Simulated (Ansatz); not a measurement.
A trial cell of AlIn3As4, before relaxation:

Space group P-4m2 (No. 115). a = 4.048 Å, b = 4.048 Å, c = 11.450 Å, α = 90.00°, β = 90.00°, γ = 90.00°
```
atom  site  symmetry       x       y       z
  Al    1c      -4m2  0.5000  0.5000  0.5000
  In    2e      2mm. 0.0000  0.0000  0.7500
  In    1b      -4m2  0.5000  0.5000  0.0000
  As    2g      2mm. 0.5000  0.0000  0.1250
  As    2g      2mm. 0.0000  0.5000  0.3750
```

Method: DFT PBE, scalar-relativistic, plane waves, PAW (Ansatz). Cutoff 420 eV, Gaussian smearing, Γ-centred meshes. Cell and atoms relax first on a coarse mesh and then on a finer one. In between, the cell is made exact in the group found at 0.06 Å. In metals the finer mesh still leaves noise of several meV/atom or more. The steps can't lower the symmetry of their start. No spin polarisation.

A guess keeps its type if space group and coordination stay and the shape of the cell changes little (axis ratios within about 15 %, angles within 6°); the volume may change.

**Question.** Does it keep its structure type, or change into something else?

**Answer.** It keeps its type. The symmetry stays P-4m2 (No. 115). The volume per atom grows by 19.0 %, from 23.5 to 27.9 Å³. The shortest distance goes from 2.48 Å (Al–As and In–As) to 2.52 Å (Al–As). The ratio c/a of the conventional cell changes by a factor of 1.00. Counting neighbours within 15 % of an atom's shortest distance, the start has Al 4, As 4, In 4 and the end Al 4, As 4, In 4.

Formation energies are uncorrected and refer to the elements' standard structures at the same level.

**Question.** At what energy does it end?

**Answer.** −0.29 eV/atom. Whether it is stable depends on the other phases of the system, which aren't compared here.

The last run used a 10×10×4 mesh (in the run's order of axes) for its 8-atom cell and Gaussian smearing of 0.10 eV. The reference form of As is held partly by dispersion forces, which this level lacks. Symmetry constrained the relaxation, so the result can be a saddle point.
